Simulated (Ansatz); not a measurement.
**Is this SiC3 structure a true minimum?**

It was reached by relaxing an invented guess, and it needn't be the stable form of this composition.

All numbers below come from DFT PBE, scalar-relativistic, plane waves, PAW (Ansatz). Settings: cutoff 420 eV, Γ-centred mesh 6×6×6 on the computed 8-atom cell, Gaussian smearing of 0.02 eV; no spin polarisation.

The cell below (8 atoms, space group R-3m (No. 166)) is relaxed within its symmetry.

```yaml
crystal:
  lattice:
    - [2.81584, 1.62572, 3.32798]
    - [-2.81584, 1.62572, 3.32798]
    - [0.00000, -3.25145, 3.32798]
  atoms:
    - { symbol: Si, position: [0.62304, 0.62304, 0.62304] }
    - { symbol: Si, position: [0.37696, 0.37696, 0.37696] }
    - { symbol: C, position: [0.70920, 0.14598, 0.14598] }
    - { symbol: C, position: [0.85402, 0.29080, 0.85402] }
    - { symbol: C, position: [0.14598, 0.70920, 0.14598] }
    - { symbol: C, position: [0.29080, 0.85402, 0.85402] }
    - { symbol: C, position: [0.14598, 0.14598, 0.70920] }
    - { symbol: C, position: [0.85402, 0.85402, 0.29080] }
```

For the test it was strained at random (σ = 1.5 % a component), the atoms were moved at random (σ = 0.05 Å), and all was relaxed again on a coarse 3×3×3 mesh (in the run’s order of axes) with 0.10 eV smearing, with no symmetry imposed.

Question: Is the structure stable against such a distortion?

Answer: It returns, within 1 meV/atom of the unmoved cell on that mesh and with the same symmetry when read at 0.1 Å (C2/m at 0.01 Å, so small strains and shifts remain). No instability shows in this cell; modes of other wave vectors, which need another repeat, aren't tested.
